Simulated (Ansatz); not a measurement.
Sc₆Te₂Rh in space group P-62m (No. 189; Sc on 3f, Sc on 3g, Rh on 1b, Te on 2c), the program Ansatz at the r²SCAN level (PAW), all energies at zero smearing, with the estimated change up to a 700 eV cutoff added, with one set of potentials and settings (totals compare only within such a set). Cell of 9 atoms (6 Sc, 1 Rh, 2 Te): -33256.401 eV.

| element | reference phase | E (eV/atom) |
|---|---|---|
| Sc | P6_3/mmc, 2 atoms in the cell | -2140.5738 |
| Rh | Fm-3m, 1 atoms in the cell | -6415.2735 |
| Te | P3_121, 3 atoms in the cell | -6994.8235 |

Formation energy per atom, worked out: (-33256.401 − 6×(-2140.5738) − 1×(-6415.2735) − 2×(-6994.8235))/9 = -0.893 eV/atom (-86 kJ per mol of atoms), at 0 K, without zero-point energy or fitted corrections.

The workflow started from an entry of the Crystallography Open Database (COD). Whether it is the stable phase at ambient conditions was not checked. The r²SCAN relaxation kept the symmetry of its start; its stability against distortions is not shown here. The run is not spin-polarised. The references are the lowest solids computed at this level, not always the standard phases. Spin–orbit coupling is left out wherever it is not named.

Potentials: the later of the program's two PAW sets.
